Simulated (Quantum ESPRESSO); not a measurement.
GaSi$_{6}$N (made-up cell), Si$_{2}$BPC$_{4}$ (made-up cell) (calculated)

All values are calculated (Quantum ESPRESSO 7.5). Calculation on a made-up crystal cell, not a measurement: periodic Kohn-Sham density functional theory in plane waves with PseudoDojo standard norm-conserving scalar-relativistic pseudopotentials, each functional with its own files (v0.5 for PBE, v0.4.1 for LDA and PBEsol), no spin polarisation, no spin-orbit coupling, atoms not relaxed, stress positive in tension, energies less a fixed whole-eV offset for each atom's element; levels are Kohn-Sham levels at fractions of this cell's reciprocal vectors, counted from the reference band (half the neutral cell's valence electrons, rounded up) at Gamma; error bars cover cutoff and k-mesh only, not smearing or the files; each bar is the largest change over components, and at least 0.002 eV, 0.002 eV per angstrom or 0.02 GPa; added strain carries the atoms with the cell, and shear is the tensor component; energies are for the whole cell, and the offsets were chosen from early runs and are not element reference energies.

Settings shared by all entries: lattice type zincblende/diamond; functional pbe; scf tolerance 1e-07 eV; electrons removed 0.

```json
{"entry": 1, "formula": "GaSi6N", "kind": "made-up cell", "unstrained_structure": {"cell_angstrom": [[5.4081, 0.0271, 0.0428], [0.0271, 5.4531, 0.0313], [0.0428, 0.0313, 5.598]], "atoms_fractional": [["Si", -0.0155, 0.00158, -0.00966], ["Si", -0.00787, 0.48897, 0.52087], ["Ga", 0.50354, -0.00179, 0.49219], ["Si", 0.49411, 0.49614, 0.00384], ["Si", 0.28574, 0.25315, 0.24381], ["Si", 0.26123, 0.7555, 0.72817], ["N", 0.75622, 0.24482, 0.74714], ["Si", 0.74666, 0.74131, 0.25054]]}, "given": {"cutoff [eV]": 1143, "fermi_dirac_smearing [eV]": 0.1, "added_strain_kind": "biaxial xx and yy", "added_strain": 0.0032, "k_mesh": "6 x 6 x 6, shifted by half a step", "structure_shown": "before the added strain of 0.0032", "atom_site": [1, 2, 3, 4, 5, 6, 7, 8], "atom_energy_offset [eV]": [-115, -115, -2080, -115, -115, -115, -283, -115]}, "results": {"free_energy_less_offsets [eV]": 2.261, "scf_iterations": 11, "smearing_term_minus_ts [eV]": -0.05199, "pressure [GPa]": -6.581, "stress_xx [GPa]": 6.38, "stress_yy [GPa]": 5.779, "stress_zz [GPa]": 7.583, "stress_yz [GPa]": 2.042, "stress_xz [GPa]": 2.495, "stress_xy [GPa]": -0.6186, "force_site": [1, 2, 3, 4, 5, 6, 7, 8], "force_x [eV/angstrom]": [0.3405, -0.4434, 1.347, 1.664, -2.982, -1.244, 0.7758, 0.5421], "force_y [eV/angstrom]": [1.137, -1.114, 0.9309, 0.8184, -0.6413, -0.8897, 0.3439, -0.5855], "force_z [eV/angstrom]": [-0.8513, 0.1703, 0.7643, -2.03, 0.314, 1.688, 0.4087, -0.4641], "fermi_level [eV]": 0.03087, "reference_band": 21, "level_k_point": ["Gamma", "(1/2,1/2,1/2)", "(0.15,0,0)", "(0,0.15,0)", "(0,0,0.15)"], "next_band_up [eV]": [0.3611, 0.1302, 0.1212, 0.166, 0.2372], "error_bar_energy [eV]": 0.002, "error_bar_stress [GPa]": 0.03353, "error_bar_force [eV/angstrom]": 0.01494, "error_bar_next_band_up [eV]": 0.003562, "error_bar_fermi_level [eV]": 0.0228, "error_bars_from": "tighter rerun of a related cell"}}
{"entry": 2, "formula": "GaSi6N", "kind": "made-up cell", "unstrained_structure": {"cell_angstrom": [[5.4081, 0.0271, 0.0428], [0.0271, 5.4531, 0.0313], [0.0428, 0.0313, 5.598]], "atoms_fractional": [["Si", -0.0155, 0.00158, -0.00966], ["Si", -0.00787, 0.48897, 0.52087], ["Ga", 0.50354, -0.00179, 0.49219], ["Si", 0.49411, 0.49614, 0.00384], ["Si", 0.28574, 0.25315, 0.24381], ["Si", 0.26123, 0.7555, 0.72817], ["N", 0.75622, 0.24482, 0.74714], ["Si", 0.74666, 0.74131, 0.25054]]}, "given": {"cutoff [eV]": 1143, "fermi_dirac_smearing [eV]": 0.1, "added_strain_kind": "biaxial xx and yy", "added_strain": 0.0111, "k_mesh": "6 x 6 x 6, shifted by half a step", "structure_shown": "before the added strain of 0.0111", "atom_site": [1, 2, 3, 4, 5, 6, 7, 8], "atom_energy_offset [eV]": [-115, -115, -2080, -115, -115, -115, -283, -115]}, "results": {"free_energy_less_offsets [eV]": 2.369, "scf_iterations": 11, "smearing_term_minus_ts [eV]": -0.05273, "pressure [GPa]": -7.395, "stress_xx [GPa]": 7.346, "stress_yy [GPa]": 6.811, "stress_zz [GPa]": 8.029, "stress_yz [GPa]": 1.845, "stress_xz [GPa]": 2.375, "stress_xy [GPa]": -0.4951, "force_site": [1, 2, 3, 4, 5, 6, 7, 8], "force_x [eV/angstrom]": [0.3359, -0.4081, 1.284, 1.599, -2.883, -1.224, 0.78, 0.5163], "force_y [eV/angstrom]": [1.095, -1.053, 0.8786, 0.8042, -0.6141, -0.8831, 0.3361, -0.5636], "force_z [eV/angstrom]": [-0.8228, 0.143, 0.6929, -1.925, 0.3175, 1.626, 0.3986, -0.4299], "fermi_level [eV]": 0.01867, "reference_band": 21, "level_k_point": ["Gamma", "(1/2,1/2,1/2)", "(0.15,0,0)", "(0,0.15,0)", "(0,0,0.15)"], "next_band_up [eV]": [0.3496, 0.09561, 0.1197, 0.1639, 0.2304], "error_bar_energy [eV]": 0.002, "error_bar_stress [GPa]": 0.03353, "error_bar_force [eV/angstrom]": 0.01494, "error_bar_next_band_up [eV]": 0.003562, "error_bar_fermi_level [eV]": 0.0228, "error_bars_from": "tighter rerun of this cell"}}
{"entry": 3, "formula": "GaSi6N", "kind": "made-up cell", "unstrained_structure": {"cell_angstrom": [[5.4081, 0.0271, 0.0428], [0.0271, 5.4531, 0.0313], [0.0428, 0.0313, 5.598]], "atoms_fractional": [["Si", -0.0155, 0.00158, -0.00966], ["Si", -0.00787, 0.48897, 0.52087], ["Ga", 0.50354, -0.00179, 0.49219], ["Si", 0.49411, 0.49614, 0.00384], ["Si", 0.28574, 0.25315, 0.24381], ["Si", 0.26123, 0.7555, 0.72817], ["N", 0.75622, 0.24482, 0.74714], ["Si", 0.74666, 0.74131, 0.25054]]}, "given": {"cutoff [eV]": 1143, "fermi_dirac_smearing [eV]": 0.1, "added_strain_kind": "biaxial xx and yy", "added_strain": 0.017, "k_mesh": "6 x 6 x 6, shifted by half a step", "structure_shown": "before the added strain of 0.017", "atom_site": [1, 2, 3, 4, 5, 6, 7, 8], "atom_energy_offset [eV]": [-115, -115, -2080, -115, -115, -115, -283, -115]}, "results": {"free_energy_less_offsets [eV]": 2.46, "scf_iterations": 11, "smearing_term_minus_ts [eV]": -0.05337, "pressure [GPa]": -7.959, "stress_xx [GPa]": 8.021, "stress_yy [GPa]": 7.532, "stress_zz [GPa]": 8.324, "stress_yz [GPa]": 1.704, "stress_xz [GPa]": 2.286, "stress_xy [GPa]": -0.4105, "force_site": [1, 2, 3, 4, 5, 6, 7, 8], "force_x [eV/angstrom]": [0.3316, -0.3841, 1.239, 1.551, -2.811, -1.208, 0.7827, 0.4986], "force_y [eV/angstrom]": [1.065, -1.011, 0.84, 0.7934, -0.5937, -0.8767, 0.3301, -0.5479], "force_z [eV/angstrom]": [-0.803, 0.1233, 0.6437, -1.85, 0.3194, 1.58, 0.3913, -0.4053], "fermi_level [eV]": 0.01065, "reference_band": 21, "level_k_point": ["Gamma", "(1/2,1/2,1/2)", "(0.15,0,0)", "(0,0.15,0)", "(0,0,0.15)"], "next_band_up [eV]": [0.3421, 0.07208, 0.1196, 0.1635, 0.2267], "error_bar_energy [eV]": 0.002, "error_bar_stress [GPa]": 0.03353, "error_bar_force [eV/angstrom]": 0.01494, "error_bar_next_band_up [eV]": 0.003562, "error_bar_fermi_level [eV]": 0.0228, "error_bars_from": "tighter rerun of a related cell"}}
{"entry": 4, "formula": "GaSi6N", "kind": "made-up cell", "unstrained_structure": {"cell_angstrom": [[5.4081, 0.0271, 0.0428], [0.0271, 5.4531, 0.0313], [0.0428, 0.0313, 5.598]], "atoms_fractional": [["Si", -0.0155, 0.00158, -0.00966], ["Si", -0.00787, 0.48897, 0.52087], ["Ga", 0.50354, -0.00179, 0.49219], ["Si", 0.49411, 0.49614, 0.00384], ["Si", 0.28574, 0.25315, 0.24381], ["Si", 0.26123, 0.7555, 0.72817], ["N", 0.75622, 0.24482, 0.74714], ["Si", 0.74666, 0.74131, 0.25054]]}, "given": {"cutoff [eV]": 1143, "fermi_dirac_smearing [eV]": 0.1, "added_strain_kind": "biaxial xx and yy", "added_strain": 0.0235, "k_mesh": "6 x 6 x 6, shifted by half a step", "structure_shown": "before the added strain of 0.0235", "atom_site": [1, 2, 3, 4, 5, 6, 7, 8], "atom_energy_offset [eV]": [-115, -115, -2080, -115, -115, -115, -283, -115]}, "results": {"free_energy_less_offsets [eV]": 2.572, "scf_iterations": 11, "smearing_term_minus_ts [eV]": -0.05417, "pressure [GPa]": -8.537, "stress_xx [GPa]": 8.72, "stress_yy [GPa]": 8.277, "stress_zz [GPa]": 8.614, "stress_yz [GPa]": 1.557, "stress_xz [GPa]": 2.194, "stress_xy [GPa]": -0.3275, "force_site": [1, 2, 3, 4, 5, 6, 7, 8], "force_x [eV/angstrom]": [0.3264, -0.3594, 1.191, 1.5, -2.732, -1.191, 0.7858, 0.4794], "force_y [eV/angstrom]": [1.034, -0.9645, 0.7999, 0.7814, -0.5712, -0.8712, 0.3239, -0.5321], "force_z [eV/angstrom]": [-0.7824, 0.1036, 0.5909, -1.77, 0.321, 1.533, 0.3829, -0.3786], "fermi_level [eV]": 0.002923, "reference_band": 21, "level_k_point": ["Gamma", "(1/2,1/2,1/2)", "(0.15,0,0)", "(0,0.15,0)", "(0,0,0.15)"], "next_band_up [eV]": [0.3349, 0.04854, 0.1202, 0.1639, 0.2235], "error_bar_energy [eV]": 0.002, "error_bar_stress [GPa]": 0.03353, "error_bar_force [eV/angstrom]": 0.01494, "error_bar_next_band_up [eV]": 0.003562, "error_bar_fermi_level [eV]": 0.0228, "error_bars_from": "tighter rerun of a related cell"}}
{"entry": 5, "formula": "Si2BPC4", "kind": "made-up cell", "unstrained_structure": {"cell_angstrom": [[4.3159, 0.0007, 0.001], [0.0007, 4.311, 0.0321], [0.001, 0.0321, 4.3135]], "atoms_fractional": [["P", -0.00227, 0.00766, 0.00602], ["Si", -0.00154, 0.49358, 0.49782], ["Si", 0.50453, 0.01259, 0.49704], ["B", 0.51177, 0.4925, -0.00397], ["C", 0.25802, 0.24603, 0.25484], ["C", 0.24318, 0.75765, 0.74082], ["C", 0.74909, 0.24786, 0.74021], ["C", 0.74574, 0.75307, 0.24316]]}, "given": {"cutoff [eV]": 1116, "fermi_dirac_smearing [eV]": 0.025, "added_strain_kind": "shear xy", "added_strain": -0.0247, "k_mesh": "4 x 4 x 4, shifted by half a step", "structure_shown": "before the added strain of -0.0247", "atom_site": [1, 2, 3, 4, 5, 6, 7, 8], "atom_energy_offset [eV]": [-189, -115, -115, -79, -163, -163, -163, -163]}, "results": {"free_energy_less_offsets [eV]": -3.507, "scf_iterations": 11, "smearing_term_minus_ts [eV]": 0.0, "pressure [GPa]": -9.924, "stress_xx [GPa]": 9.032, "stress_yy [GPa]": 9.323, "stress_zz [GPa]": 11.42, "stress_yz [GPa]": 4.811, "stress_xz [GPa]": -1.395, "stress_xy [GPa]": -12.29, "force_site": [1, 2, 3, 4, 5, 6, 7, 8], "force_x [eV/angstrom]": [0.6137, 0.7367, -0.7033, -0.7039, -0.1846, 0.6948, -0.01382, -0.4396], "force_y [eV/angstrom]": [-1.045, 1.63, -2.331, 0.7477, 1.785, -0.6193, 1.008, -1.175], "force_z [eV/angstrom]": [-1.259, -0.7616, -0.3106, 0.2661, -2.689, 2.318, 3.676, -1.24], "error_bar_energy [eV]": 0.006031, "error_bar_stress [GPa]": 0.06306, "error_bar_force [eV/angstrom]": 0.00207, "error_bars_from": "tighter rerun of a related cell"}}
{"entry": 6, "formula": "Si2BPC4", "kind": "made-up cell", "unstrained_structure": {"cell_angstrom": [[4.3159, 0.0007, 0.001], [0.0007, 4.311, 0.0321], [0.001, 0.0321, 4.3135]], "atoms_fractional": [["P", -0.00227, 0.00766, 0.00602], ["Si", -0.00154, 0.49358, 0.49782], ["Si", 0.50453, 0.01259, 0.49704], ["B", 0.51177, 0.4925, -0.00397], ["C", 0.25802, 0.24603, 0.25484], ["C", 0.24318, 0.75765, 0.74082], ["C", 0.74909, 0.24786, 0.74021], ["C", 0.74574, 0.75307, 0.24316]]}, "given": {"cutoff [eV]": 1116, "fermi_dirac_smearing [eV]": 0.025, "added_strain_kind": "shear xy", "added_strain": -0.0163, "k_mesh": "4 x 4 x 4, shifted by half a step", "structure_shown": "before the added strain of -0.0163", "atom_site": [1, 2, 3, 4, 5, 6, 7, 8], "atom_energy_offset [eV]": [-189, -115, -115, -79, -163, -163, -163, -163]}, "results": {"free_energy_less_offsets [eV]": -3.591, "scf_iterations": 11, "smearing_term_minus_ts [eV]": 0.0, "pressure [GPa]": -10.38, "stress_xx [GPa]": 9.605, "stress_yy [GPa]": 9.876, "stress_zz [GPa]": 11.67, "stress_yz [GPa]": 4.834, "stress_xz [GPa]": -1.384, "stress_xy [GPa]": -8.069, "force_site": [1, 2, 3, 4, 5, 6, 7, 8], "force_x [eV/angstrom]": [0.6057, 0.6794, -0.6114, -0.7204, -0.2825, 0.7548, -0.06426, -0.3613], "force_y [eV/angstrom]": [-1.083, 1.609, -2.34, 0.7678, 1.772, -0.6706, 1.053, -1.109], "force_z [eV/angstrom]": [-1.193, -0.5958, -0.09134, 0.1373, -2.777, 2.275, 3.529, -1.284], "error_bar_energy [eV]": 0.006031, "error_bar_stress [GPa]": 0.06306, "error_bar_force [eV/angstrom]": 0.00207, "error_bars_from": "tighter rerun of a related cell"}}
{"entry": 7, "formula": "Si2BPC4", "kind": "made-up cell", "unstrained_structure": {"cell_angstrom": [[4.3159, 0.0007, 0.001], [0.0007, 4.311, 0.0321], [0.001, 0.0321, 4.3135]], "atoms_fractional": [["P", -0.00227, 0.00766, 0.00602], ["Si", -0.00154, 0.49358, 0.49782], ["Si", 0.50453, 0.01259, 0.49704], ["B", 0.51177, 0.4925, -0.00397], ["C", 0.25802, 0.24603, 0.25484], ["C", 0.24318, 0.75765, 0.74082], ["C", 0.74909, 0.24786, 0.74021], ["C", 0.74574, 0.75307, 0.24316]]}, "given": {"cutoff [eV]": 1116, "fermi_dirac_smearing [eV]": 0.025, "added_strain_kind": "shear xy", "added_strain": -0.0113, "k_mesh": "4 x 4 x 4, shifted by half a step", "structure_shown": "before the added strain of -0.0113", "atom_site": [1, 2, 3, 4, 5, 6, 7, 8], "atom_energy_offset [eV]": [-189, -115, -115, -79, -163, -163, -163, -163]}, "results": {"free_energy_less_offsets [eV]": -3.624, "scf_iterations": 12, "smearing_term_minus_ts [eV]": 0.0, "pressure [GPa]": -10.58, "stress_xx [GPa]": 9.854, "stress_yy [GPa]": 10.11, "stress_zz [GPa]": 11.78, "stress_yz [GPa]": 4.845, "stress_xz [GPa]": -1.38, "stress_xy [GPa]": -5.573, "force_site": [1, 2, 3, 4, 5, 6, 7, 8], "force_x [eV/angstrom]": [0.605, 0.648, -0.5618, -0.7314, -0.3382, 0.7937, -0.09752, -0.3179], "force_y [eV/angstrom]": [-1.101, 1.597, -2.345, 0.7802, 1.762, -0.6991, 1.079, -1.073], "force_z [eV/angstrom]": [-1.154, -0.4999, 0.03824, 0.06038, -2.832, 2.252, 3.447, -1.312], "error_bar_energy [eV]": 0.006031, "error_bar_stress [GPa]": 0.06306, "error_bar_force [eV/angstrom]": 0.00207, "error_bars_from": "tighter rerun of a related cell"}}
{"entry": 8, "formula": "Si2BPC4", "kind": "made-up cell", "unstrained_structure": {"cell_angstrom": [[4.3159, 0.0007, 0.001], [0.0007, 4.311, 0.0321], [0.001, 0.0321, 4.3135]], "atoms_fractional": [["P", -0.00227, 0.00766, 0.00602], ["Si", -0.00154, 0.49358, 0.49782], ["Si", 0.50453, 0.01259, 0.49704], ["B", 0.51177, 0.4925, -0.00397], ["C", 0.25802, 0.24603, 0.25484], ["C", 0.24318, 0.75765, 0.74082], ["C", 0.74909, 0.24786, 0.74021], ["C", 0.74574, 0.75307, 0.24316]]}, "given": {"cutoff [eV]": 1116, "fermi_dirac_smearing [eV]": 0.025, "added_strain_kind": "shear xy", "added_strain": -0.0049, "k_mesh": "4 x 4 x 4, shifted by half a step", "structure_shown": "before the added strain of -0.0049", "atom_site": [1, 2, 3, 4, 5, 6, 7, 8], "atom_energy_offset [eV]": [-189, -115, -115, -79, -163, -163, -163, -163]}, "results": {"free_energy_less_offsets [eV]": -3.649, "scf_iterations": 12, "smearing_term_minus_ts [eV]": 0.0, "pressure [GPa]": -10.76, "stress_xx [GPa]": 10.07, "stress_yy [GPa]": 10.32, "stress_zz [GPa]": 11.9, "stress_yz [GPa]": 4.864, "stress_xz [GPa]": -1.374, "stress_xy [GPa]": -2.377, "force_site": [1, 2, 3, 4, 5, 6, 7, 8], "force_x [eV/angstrom]": [0.6029, 0.6081, -0.4946, -0.7456, -0.4113, 0.8401, -0.1359, -0.2637], "force_y [eV/angstrom]": [-1.125, 1.582, -2.352, 0.7947, 1.753, -0.7414, 1.115, -1.027], "force_z [eV/angstrom]": [-1.106, -0.3758, 0.2022, -0.03845, -2.905, 2.225, 3.346, -1.349], "error_bar_energy [eV]": 0.006031, "error_bar_stress [GPa]": 0.06306, "error_bar_force [eV/angstrom]": 0.00207, "error_bars_from": "tighter rerun of this cell"}}
```
